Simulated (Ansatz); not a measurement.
## A plane-wave run on MnSnCl3

The input, for Ansatz 0.2.0 (plane waves, PAW):

```yaml
crystal:
  lattice:
    - [5.649383, 0.0, 0.0]
    - [0.0, 5.649383, 0.0]
    - [0.0, 0.0, 5.649383]
  atoms:
    - { symbol: Sn, position: [0.5, 0.5, 0.5] }
    - { symbol: Cl, position: [0.0, 0.5, 0.5] }
    - { symbol: Cl, position: [0.5, 0.0, 0.5] }
    - { symbol: Cl, position: [0.5, 0.5, 0.0] }
    - { symbol: Mn, position: [0.0, 0.0, 0.0] }
  symmetry: { tolerance: 0.0003 }
kpoints:
  mp_grid: { grid: [6, 6, 6], shift: [0, 0, 0] }
  band_path:
    path:
      - [0.0, 0.0, 0.0]
      - [0.0, 0.5, 0.0]
      - [0.5, 0.5, 0.0]
      - [0.0, 0.0, 0.0]
      - [0.5, 0.5, 0.5]
      - [0.0, 0.5, 0.0]
      - [0.5, 0.5, 0.5]
      - [0.5, 0.5, 0.0]
    npoints: 8
magnetization:
  noncollinear: true
  spin_orbit: true
scf:
  occupations: { method: gaussian, width: 0.0156 }
  lower_state_search: "off"
  max_iter: 200
hamiltonian:
  pseudopotentials: { kind: paw_fr }
  xc: r2scan
basis:
  ecutwfc: 500
  fft_grid_basis: typed
output:
  forces: true
  stress: true
  eigenvalues: true
  bader: true
  populations: true
  elf: true
  write_potential: true
  volumetric_format: npy
  dos:
    e_range: [-12, 8]
    de: 0.05
    projected: { site_lists: { Cl: [Cl], Mn: [Mn], Sn: [Sn] } }
    method: { smearing: { sigma: 0.1, scheme: gaussian } }
checkpoint:
  read: saved_state
```

The saved state is an earlier solution for the same cell, perhaps on another mesh. The state carries no moments; the state need not be the lowest.

Parts of the output:

```
SCF iter   1: F=-13177.2201 eV  Δρ=1.53e-2  dr2=6.38e-2  dr2_τ=1.59e-3  dr2_m=0.00e0 (ungated)  |M|=0.00e0 ∫|m|=0.00e0 μB
SCF iter   2: F=-13177.2402 eV  Δρ=1.11e-2  dr2=4.04e-2  dr2_τ=3.27e-2  dr2_m=0.00e0 (ungated)  |M|=0.00e0 ∫|m|=0.00e0 μB
SCF iter   3: F=-13177.2509 eV  Δρ=7.82e-3  dr2=2.49e-2  dr2_τ=1.96e-2  dr2_m=0.00e0 (ungated)  |M|=0.00e0 ∫|m|=0.00e0 μB  defer=6
SCF iter   4: F=-13177.2564 eV  Δρ=4.17e-3  dr2=1.83e-2  dr2_τ=1.86e-3  dr2_m=0.00e0 (ungated)  |M|=0.00e0 ∫|m|=0.00e0 μB  defer=42
SCF iter   5: F=-13177.2699 eV  Δρ=1.19e-3  dr2=2.44e-3  dr2_τ=7.11e-5  dr2_m=0.00e0 (ungated)  |M|=0.00e0 ∫|m|=0.00e0 μB  defer=42
SCF iter   6: F=-13177.2704 eV  Δρ=3.88e-4  dr2=5.10e-4  dr2_τ=1.17e-5  dr2_m=0.00e0 (ungated)  |M|=0.00e0 ∫|m|=0.00e0 μB  defer=42
SCF iter   7: F=-13177.2690 eV  Δρ=1.18e-3  dr2=2.52e-3  dr2_τ=1.13e-5  dr2_m=0.00e0 (ungated)  |M|=0.00e0 ∫|m|=0.00e0 μB  defer=42  recentre
SCF iter   8: F=-13177.2696 eV  Δρ=8.85e-4  dr2=1.49e-3  dr2_τ=6.06e-6  dr2_m=0.00e0 (ungated)  |M|=0.00e0 ∫|m|=0.00e0 μB  defer=42
SCF iter   9: F=-13177.2701 eV  Δρ=6.20e-4  dr2=7.57e-4  dr2_τ=2.88e-6  dr2_m=0.00e0 (ungated)  |M|=0.00e0 ∫|m|=0.00e0 μB  defer=42
SCF iter  10: F=-13177.2706 eV  Δρ=4.08e-5  dr2=3.35e-6  dr2_τ=6.25e-8  dr2_m=0.00e0 (ungated)  |M|=0.00e0 ∫|m|=0.00e0 μB  defer=42
SCF iter  11: F=-13177.2705 eV  Δρ=2.89e-5  dr2=1.82e-6  dr2_τ=1.44e-8  dr2_m=0.00e0 (ungated)  |M|=0.00e0 ∫|m|=0.00e0 μB  defer=42
SCF iter  12: F=-13177.2705 eV  Δρ=8.34e-6  dr2=1.48e-7  dr2_τ=2.39e-9  dr2_m=0.00e0 (ungated)  |M|=0.00e0 ∫|m|=0.00e0 μB  defer=42
SCF iter  13: F=-13177.2705 eV  Δρ=5.11e-6  dr2=4.07e-8  dr2_τ=5.03e-10  dr2_m=0.00e0 (ungated)  |M|=0.00e0 ∫|m|=0.00e0 μB
Magnetization: |M| = 0.0000 μB,  M = (+0.0000, +0.0000, +0.0000) μB
Absolute magnetization: 0.0000 μB (∫|m|)
  site 0: m = (+0.0000, +0.0000, +0.0000) μB, |m| = 0.0000 μB  (R = 1.17 Å)
  site 1: m = (+0.0000, +0.0000, +0.0000) μB, |m| = 0.0000 μB  (R = 1.17 Å)
  site 2: m = (+0.0000, +0.0000, +0.0000) μB, |m| = 0.0000 μB  (R = 1.17 Å)
  site 3: m = (+0.0000, +0.0000, +0.0000) μB, |m| = 0.0000 μB  (R = 1.17 Å)
  site 4: m = (+0.0000, +0.0000, +0.0000) μB, |m| = 0.0000 μB  (R = 1.65 Å)
Free energy (F): -13177.2705 eV
Harris-Foulkes:  -13177.2705 eV  (|F-HF|=1.75e-8)
Internal energy: -13177.2610 eV  (E = F + TS)
E sigma→0 (E₀):  -13177.2658 eV
Entropy (-TS):   -0.0096 eV (-1.912 meV/atom)
Fermi energy:    2.9536 eV
--- Per-component energies (eV) ---
  E_band       = -711.1894
  E_kinetic    = 968.4629
  E_local      = -5233.4727  (includes V_loc(G=0)·N_el)
  E_nonlocal   = 311.5399
  E_hartree    = 2268.3881
  E_xc         = -788.7302
  E_vxc        = -657.8460  (∫ρ·V_xc dr)
  E_paw        = -7462.5208  (= ΣΔE_a)
  E_vpaw       = -675.4484  (= ΣTr[D̂ρ^β])
  E_aug_tail   = 0.0001  (compensation charges beyond the density's cutoff)
  E_vtau       = 38.7882  (kinetic-family band-sum trace: ∫τ·v_τ [+ j·A + Jᵃ·Aᵃ] dr)
  E_ewald      = -3240.9829
  E_core_change = 0.0546  (= ΣΔE_core)
  E_smearing   = -0.0096  (= −TS)
--- Stress (GPa, compression-positive) ---
       -2.5871       0.0000       0.0000
        0.0000      -2.5871       0.0000
        0.0000       0.0000      -2.5871
  P = ⅓ Tr σ = -2.5871 GPa (-25.871 kbar)
--- Löwdin populations: 5 sites ---
  site symbol       q [e]
     0     Sn     13.2582
     1     Cl      7.4760
     2     Cl      7.4760
     3     Cl      7.4760
     4     Mn     14.1524
  spilling = 0.0032 (of n_electrons = 50.0000)
--- Bader charges: 5 sites ---
  site symbol  charge [e]  shift [e]  m_x [muB]  m_y [muB]  m_z [muB]
     0     Sn      1.3478     0.0000     0.0000     0.0000     0.0000
     1     Cl     -0.7455     0.0000     0.0000     0.0000     0.0000
     2     Cl     -0.7455     0.0000     0.0000     0.0000     0.0000
     3     Cl     -0.7455     0.0000     0.0000     0.0000     0.0000
     4     Mn      0.8887     0.0000     0.0000     0.0000     0.0000
```

Absolute energies hang on the potentials; compare differences alone.

Origin: a known structure type with other elements, at an estimated volume, so it need not be a known compound. Caveats: started without moments under time reversal, so no moment could form.
